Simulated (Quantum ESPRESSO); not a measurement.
pw.x input (Quantum ESPRESSO 7.5; PBEsol, PseudoDojo standard norm-conserving files, scalar-relativistic):

```
&CONTROL
  calculation = 'scf'
  pseudo_dir = './pseudo'
  outdir = './out'
  tprnfor = .true.
  tstress = .true.
/
&SYSTEM
  ibrav = 0
  nat = 3
  ntyp = 2
  ecutwfc = 70.0
  ecutrho = 280.0
  occupations = 'smearing'
  smearing = 'fd'
  degauss = 0.002
  nbnd = 16
/
&ELECTRONS
  conv_thr = 3e-10
/
ATOMIC_SPECIES
Ca 40.0780 Ca.upf
I 126.9045 I.upf
CELL_PARAMETERS angstrom
  4.432201498951   0.000000000000   0.000000000000
 -2.216100749475   3.838399092783   0.000000000000
  0.000000000000   0.000000000000   6.919547702000
ATOMIC_POSITIONS crystal
Ca   0.000000000000   0.000000000000   0.000000000000
I   0.333333333333   0.666666666667   0.257447538200
I   0.666666666667   0.333333333333   0.742552461800
K_POINTS automatic
9 9 4 0 0 0
```

End of the output:

```
     total energy              =    -129.45269302 Ry
     estimated scf accuracy    <       0.00000009 Ry
     total energy              =    -129.45269306 Ry
     estimated scf accuracy    <       0.00000001 Ry
     total energy              =    -129.45269307 Ry
     estimated scf accuracy    <          6.9E-10 Ry
[...]
     the Fermi energy is     5.0078 ev
!    total energy              =    -129.45269307 Ry
     estimated scf accuracy    <          6.4E-12 Ry
     smearing contrib. (-TS)   =       0.00000000 Ry
     internal energy E=F+TS    =    -129.45269307 Ry
     The total energy is F=E-TS. E is the sum of the following terms:
     one-electron contribution =     -49.86071895 Ry
     hartree contribution      =      31.21687920 Ry
     xc contribution           =     -30.41853120 Ry
     ewald contribution        =     -80.39032212 Ry
     convergence has been achieved in   9 iterations
     Forces acting on atoms (cartesian axes, Ry/au):
     atom    1 type  1   force =    -0.00000000    0.00000000    0.00000000
     atom    2 type  2   force =     0.00000000    0.00000000   -0.00408055
     atom    3 type  2   force =     0.00000000    0.00000000    0.00408055
     Total force =     0.005771     Total SCF correction =     0.000005
     Computing stress (Cartesian axis) and pressure
          total   stress  (Ry/bohr**3)                   (kbar)     P=       -1.69
  -0.00001218   0.00000000   0.00000000           -1.79        0.00        0.00
   0.00000000  -0.00001218   0.00000000            0.00       -1.79        0.00
  -0.00000000  -0.00000000  -0.00001014           -0.00       -0.00       -1.49
```
In a gapped system the printed Fermi energy is only some level inside the gap.

Spin-orbit coupling is not included.

Geometry relaxed with PBE+D3(BJ).
